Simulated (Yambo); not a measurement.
Yambo run on CsLiSO5H4 (space group Cm, No. 8). The wavefunctions are LDA (Quantum ESPRESSO, PseudoDojo norm-conserving, 84 Ry, no spin-orbit coupling) ones on a 2×2×2 mesh (26 occupied bands); a = 6.710 Å, b = 6.710 Å, c = 4.812 Å, α = 107.13°, β = 107.13°, γ = 50.65°.

Yambo input:

```
rim_cut
gw0
dyson
el_el_corr
HF_and_locXC
ppa
em1d
RandQpts= 1000000
RandGvec= 1 Ry
EXXRLvcs= 84 Ry
VXCRLvcs= 336 Ry
Chimod= "HARTREE"
% BndsRnXp
 2 | 126 |
%
NGsBlkXp= 3 Ry
% LongDrXp
 1.0 | 1.0 | 1.0 |
%
PPAPntXp= 27.2114 eV
% GbndRnge
 1 | 126 |
%
GTermKind= "BG"
DysSolver= "n"
ExtendOut
% QPkrange
 1 | 1 | 27 | 27 |
 3 | 3 | 26 | 27 |
 6 | 6 | 26 | 26 |
%
```

k points by index: 1 = Γ, 3 = (0, -0.5, 0), 6 = (-0.5, -0.5, -0.5).

The o-*.qp file then holds:

```
#    K-point    Band    Eo [eV]    E [eV]    E-Eo [eV]    Vxc [eV]    Vnlxc [eV]    Sc|Eo [eV]    Sc|E [eV]    dSc/dw|Eo [eV]    Re(Z)    Im(Z)
#
    1    27    4.238323    5.509860    1.271537    -8.860704    -4.614077    -2.795812    -2.975090    -3.836347    0.876436    -0.868232E-3
    3    26    -0.299545    -1.587909    -1.288364    -16.55900    -20.70169    2.596261    2.854332    -5.450276    0.833128    -0.001114
    3    27    4.464043    5.947071    1.483028    -10.42805    -5.905194    -2.812942    -3.039827    -4.162758    0.867318    -0.915900E-3
    6    26    0.000000    -1.262485    -1.262485    -17.21967    -21.40964    2.671271    2.927489    -5.522049    0.831301    -0.001116
```
(The two width columns are left out.) Convergence of these settings isn't established.

Geometry of the Materials Project entry, not relaxed at this level.
